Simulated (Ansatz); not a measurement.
Values for one crystal, relaxed and computed with DFT-LDA in the program Ansatz with PAW potentials; other levels are named.

Volume per atom: 19.80 Å³
Band gap: 1.73 eV (direct)
Zero-point energy: 39.0 meV/atom
Mechanical stability: stable (all eigenvalues of C positive)
Hill bulk and shear moduli: 81.1 and 30.7 GPa
Conduction-band minimum: at Γ
Highest zone-centre frequency (without LO–TO term): 330 cm⁻¹

Q: Which compound is it?
A) Zn3CdS4, P-43m (Zn on 3c, Cd on 1a, S on 4e)
B) Cd5TeS4, I-4m2 (Pearson symbol tI20)
C) TiO2, Pbca (Ti on 8c, O on 8c, O on 8c)
D) K2S, P6_3/mmc (S on 2c, K on 2a, K on 2d)

A: A, Zn3CdS4, P-43m (Zn on 3c, Cd on 1a, S on 4e)

The first step of the workflow began from a Materials Project structure, measured or hypothetical; the Crystallography Open Database copy checked does not list it. With Zn and Cd taken as one species the cell has the higher symmetry F-43m, so it may be an ordered model of a mixed-site phase. Whether it is the stable phase at ambient conditions was not checked. The cell was relaxed with LDA under the symmetry of its start; phonons on a q-mesh show no instability. Spin–orbit coupling is left out wherever it is not named.

Potentials: the later of the program's two PAW sets.
